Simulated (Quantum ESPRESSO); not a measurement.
## W3TaSe5ClS2 (convergence and cost over cutoff and k mesh)

Simulated, not a measurement. The program is pw.x of Quantum ESPRESSO 7.5 (plane-wave density functional theory). The cell is made up: 12 atoms on a layered 2H lattice, with randomly drawn elements, strain and displacements, not relaxed. PseudoDojo standard norm-conserving files (v0.5 for PBE, v0.4.1 for LDA and PBEsol) set the functional; there is no spin polarisation, spin-orbit coupling or dispersion term, and the masses in the input are unused placeholders.

Input of the run in row 4:

```
&control calculation='scf', pseudo_dir='./dojo.nc.sr.pbe.v0_5.standard.upf', outdir='./o', disk_io='low', tprnfor=.true., tstress=.true. /
&system ibrav=0, nat=12, ntyp=5, nbnd=83, ecutwfc=85.99341389, nosym=.true., tot_charge=0,
 occupations='smearing', smearing='fd', degauss=0.0018374661
/
&electrons conv_thr=7.350e-09, electron_maxstep=60, /
ATOMIC_SPECIES
Cl 1.0 Cl.upf
S 1.0 S.upf
Se 1.0 Se.upf
Ta 1.0 Ta.upf
W 1.0 W.upf
CELL_PARAMETERS angstrom
3.3238 0.0 0.0
0.0 5.7569 0.0
0.0 0.0 13.2799
ATOMIC_POSITIONS angstrom
W -0.0139 1.9082 3.3622
W 1.5826 0.9412 10.0188
Ta 1.6674 4.7124 3.316
W -0.0002 3.8205 9.9581
Se -0.0245 1.8988 8.2609
Se -0.0712 1.9445 11.6055
Cl 1.6543 1.0484 1.7044
Se 1.6242 0.9985 5.0534
S 1.6157 4.766 8.2589
S 1.7271 4.8358 11.6151
Se 0.0525 3.8611 1.675
Se 0.0957 3.856 4.9281
K_POINTS automatic
7 4 2 1 1 1
```

The same cell was run at these settings. Meshes are shifted by half a step, and differences are from the last row, which is itself not exact.

| cutoff (eV) | k mesh | k points solved | threshold (eV) | free energy less the last row's (eV) | pressure (GPa) | largest stress difference (GPa) | largest force difference (eV/Å) | iterations | wall time (s) | k-point pools | processor |
| --- | --- | --- | --- | --- | --- | --- | --- | --- | --- | --- | --- |
| 819 | 2 x 2 x 2 | 4 | 1e-04 | 5.382 | -44.10 | 43.19 | 0.416 | 12 | 211 | 1 | AMD EPYC, Zen 5 class |
| 1170 | 2 x 2 x 2 | 4 | 1e-07 | -1.421 | -2.13 | 1.74 | 0.426 | 17 | 110 | 4 | Intel Xeon, 2023 or later |
| 635 | 7 x 4 x 2 | 28 | 1e-07 | 107.773 | -359.01 | 357.97 | 0.058 | 19 | 212 | 4 | Intel Xeon, 2023 or later |
| 1170 | 7 x 4 x 2 | 28 | 1e-07 | 0.004 | -1.13 | 0.02 | 0.005 | 18 | 581 | 4 | Intel Xeon, 2023 or later |
| 1467 | 9 x 6 x 4 | 108 | 1e-07 | 0.000 | -1.14 | 0.00 | 0.000 | 18 | 2799 | 4 | Intel Xeon, 2023 or later |

Each pool is one process. Wall times include start-up and a band step at six k points, which weighs most on the coarsest meshes. The runs were on shared virtual cores whose load varied, so times are rough.